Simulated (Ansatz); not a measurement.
The elements of this relaxed trial crystal are hidden behind letters.

```
lattice vectors (Å)
  -1.9943    1.9943    8.5346
   1.9943   -1.9943    8.5346
   1.9943    1.9943   -8.5346
fractional positions
X 0.0000 0.0000 0.0000
Z 0.6709 0.6709 0.0000
Z 0.3291 0.3291 0.0000
Q 0.9074 0.4074 0.5000
Q 0.2500 0.7500 0.5000
Q 0.5926 0.0926 0.5000
```

These are results of Ansatz, DFT PBE, scalar-relativistic, plane waves, PAW, not measurements. Plane waves to 420 eV, a 10×10×10 mesh through Γ for the 6-atom cell and 0.02 eV Gaussian smearing; no spin polarisation.

| Property | Result |
| --- | --- |
| Space group | I-4m2 (No. 119) |
| Conventional cell | a = 3.989 Å, c = 17.069 Å |
| Volume per atom | 22.63 Å³ |
| Density | 4.25 g/cm³ |
| Energy over the elements | −0.348 eV/atom |
| Gap on the 10×10×10 mesh of the 6-atom cell | 0.99 eV |

Energies are uncorrected and count from the elements' standard states at the same level.

Question: X is a p-block element of period 5, Z is a p-block element of period 4 and Q is a p-block element of period 3. Which elements are they?

Answer: X = In, Z = Ga, Q = P, so the formula is InGa2P3. Density times volume gives a mean mass of 4.25 × 22.63/1.6605 = 57.9 u per atom, and this set has 57.9 u. In is surrounded by 4 P at 2.54 Å; Ga is surrounded by 4 P at 2.40–2.41 Å; P on a site of symmetry 2mm is surrounded by 2 Ga at 2.40 Å and 2 In at 2.54 Å; 1 more site not described. Other sets within the hints have nearly the same mass, so mass alone doesn't settle it; this one was computed.

Kohn–Sham gaps at this level usually fall short of measured ones. Symmetry constrained the relaxation, so the result can be a saddle point.
